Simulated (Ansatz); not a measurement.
Ge:
```cif
data_Ge12
_chemical_formula_sum 'Ge12'
_space_group_name_H-M_alt 'P 1'
_space_group_IT_number 1
_cell_length_a 5.92932
_cell_length_b 5.92932
_cell_length_c 6.95508
_cell_angle_alpha 90.000
_cell_angle_beta 90.000
_cell_angle_gamma 90.000
loop_
_space_group_symop_operation_xyz
  'x, y, z'
loop_
_atom_site_label
_atom_site_type_symbol
_atom_site_fract_x
_atom_site_fract_y
_atom_site_fract_z
_atom_site_occupancy
Ge1 Ge 0.08856 0.08856 0.00000 1
Ge2 Ge 0.41144 0.58856 0.75000 1
Ge3 Ge 0.91144 0.91144 0.50000 1
Ge4 Ge 0.58856 0.41144 0.25000 1
Ge5 Ge 0.17208 0.36940 0.25746 1
Ge6 Ge 0.13060 0.67208 0.00746 1
Ge7 Ge 0.82792 0.63060 0.75746 1
Ge8 Ge 0.86940 0.32792 0.50746 1
Ge9 Ge 0.67208 0.13060 0.99254 1
Ge10 Ge 0.63060 0.82792 0.24254 1
Ge11 Ge 0.32792 0.86940 0.49254 1
Ge12 Ge 0.36940 0.17208 0.74254 1
```

Relaxed with PBEsol.

**Question.** Which orbitals make up the states near the band edges in PBEsol (plane waves, PAW; program Ansatz)?

**Answer.** Top 1 eV of the valence band: Ge 4p 94 %. Bottom 1 eV of the conduction band: Ge 4p 63 %, Ge 4s 30 %, outside the projected shells 6 %. Projections are on Löwdin-orthogonalised atomic valence shells; empty p or d shells of many metals are not among them.

**Question.** Tabulate the density of states.

**Answer.** States/eV per cell of 12 atoms, in 0.25 eV bins, energy from the valence-band maximum.

| E (eV) | total | Ge 4p | Ge 4s | Ge 3d |
|---|---|---|---|---|
| -7.90 | 3.89 | 1.23 | 2.65 | 0.01 |
| -7.65 | 2.63 | 0.85 | 1.76 | 0.01 |
| -7.40 | 1.88 | 0.66 | 1.21 | 0.00 |
| -7.15 | 1.77 | 0.71 | 1.05 | 0.00 |
| -6.90 | 0.69 | 0.28 | 0.41 | 0.00 |
| -6.65 | 3.39 | 1.38 | 1.99 | 0.01 |
| -6.40 | 4.80 | 2.09 | 2.68 | 0.01 |
| -6.15 | 3.99 | 1.75 | 2.22 | 0.01 |
| -5.90 | 1.97 | 0.84 | 1.12 | 0.01 |
| -5.65 | 1.28 | 0.56 | 0.71 | 0.00 |
| -5.40 | 3.28 | 1.66 | 1.60 | 0.01 |
| -5.15 | 4.60 | 2.45 | 2.12 | 0.01 |
| -4.90 | 5.85 | 3.14 | 2.67 | 0.01 |
| -4.65 | 2.18 | 1.05 | 1.12 | 0.01 |
| -4.40 | 0.79 | 0.53 | 0.25 | 0.00 |
| -4.15 | 2.59 | 2.30 | 0.27 | 0.00 |
| -3.90 | 3.58 | 3.21 | 0.35 | 0.01 |
| -3.65 | 4.08 | 3.62 | 0.43 | 0.01 |
| -3.40 | 3.98 | 3.45 | 0.49 | 0.01 |
| -3.15 | 4.70 | 4.05 | 0.60 | 0.01 |
| -2.90 | 6.22 | 5.43 | 0.73 | 0.02 |
| -2.65 | 4.38 | 3.87 | 0.46 | 0.01 |
| -2.40 | 5.17 | 4.62 | 0.49 | 0.01 |
| -2.15 | 7.19 | 6.49 | 0.61 | 0.02 |
| -1.90 | 6.12 | 5.56 | 0.48 | 0.02 |
| -1.65 | 7.21 | 6.60 | 0.51 | 0.02 |
| -1.40 | 8.24 | 7.56 | 0.57 | 0.02 |
| -1.15 | 8.03 | 7.48 | 0.45 | 0.02 |
| -0.90 | 7.80 | 7.33 | 0.36 | 0.02 |
| -0.65 | 9.29 | 8.82 | 0.34 | 0.02 |
| -0.40 | 5.13 | 4.83 | 0.22 | 0.01 |
| -0.15 | 1.85 | 1.75 | 0.07 | 0.00 |
| 0.10 | 0.00 | 0.00 | 0.00 | 0.00 |
| 0.35 | 0.00 | 0.00 | 0.00 | 0.00 |
| 0.60 | 0.11 | 0.06 | 0.04 | 0.00 |
| 0.85 | 2.97 | 1.80 | 1.00 | 0.01 |
| 1.10 | 5.74 | 3.69 | 1.68 | 0.01 |
| 1.35 | 5.08 | 3.27 | 1.46 | 0.01 |
| 1.60 | 5.29 | 3.53 | 1.40 | 0.01 |
| 1.85 | 6.32 | 4.38 | 1.46 | 0.01 |
| 2.10 | 5.25 | 3.67 | 1.13 | 0.01 |
| 2.35 | 5.40 | 3.91 | 1.01 | 0.01 |
| 2.60 | 7.40 | 5.42 | 1.28 | 0.02 |
| 2.85 | 5.53 | 4.08 | 0.88 | 0.01 |
| 3.10 | 6.68 | 5.01 | 0.92 | 0.01 |
| 3.35 | 7.26 | 5.42 | 0.98 | 0.01 |
| 3.60 | 7.01 | 5.26 | 0.90 | 0.01 |
| 3.85 | 6.79 | 5.12 | 0.82 | 0.01 |
| 4.10 | 6.95 | 5.14 | 0.85 | 0.01 |
| 4.35 | 6.04 | 4.59 | 0.59 | 0.01 |
| 4.60 | 6.55 | 4.95 | 0.60 | 0.01 |
| 4.85 | 7.14 | 5.33 | 0.62 | 0.01 |
| 5.10 | 6.51 | 4.77 | 0.53 | 0.01 |

Space group P4_32_12. The workflow started from a Materials Project entry (that database holds measured and hypothetical structures alike); the Crystallography Open Database files this formula in space group No. 96, but the cells were not matched. It is not the phase usual at ambient conditions (space group No. 227). The PBEsol relaxation kept the symmetry of its start; its stability against distortions is not shown here. Scalar-relativistic: spin–orbit coupling is off unless named, which matters more the heavier the elements.

Potentials: the earlier of the program's two PAW sets. The files were generated under PBE; for other functionals the program regenerates the frozen cores, and for LDA and PBEsol the local potential too.
